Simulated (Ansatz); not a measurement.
Cs:
```
CELL_PARAMETERS angstrom
     -3.13386     3.13386     3.13386
      3.13386    -3.13386     3.13386
      3.13386     3.13386    -3.13386
ATOMIC_POSITIONS crystal
  Cs 0.00000 0.00000 0.00000
```

Relaxed with r²SCAN. Special points in fractions of this cell's reciprocal vectors: Γ (0.000, 0.000, 0.000); H (0.500, -0.500, 0.500); N (0.000, 0.000, 0.500); P (0.250, 0.250, 0.250).

Problem. List the band energies nearest the Fermi level at these points for r²SCAN with spin–orbit coupling (plane waves, PAW; program Ansatz).

Solution. In eV from the Fermi level; about four levels below and three above (degenerate sets whole), none deeper than 8.9 eV; points with the same levels are listed once.

```
k        below                          above
-  -----------  -----------------------------
Γ  -1.70 -1.70            2.76 2.76 2.76 2.76
H            –            0.71 0.71 0.71 0.71
N            –            0.14 0.14 0.74 0.74
P            –  0.93 0.93 1.04 1.04 1.04 1.04
```

Space group Im-3m (bcc (W type)). The cell was relaxed with r²SCAN under the symmetry of its start; phonons on a q-mesh show no instability.

Potentials: the later of the program's two PAW sets.
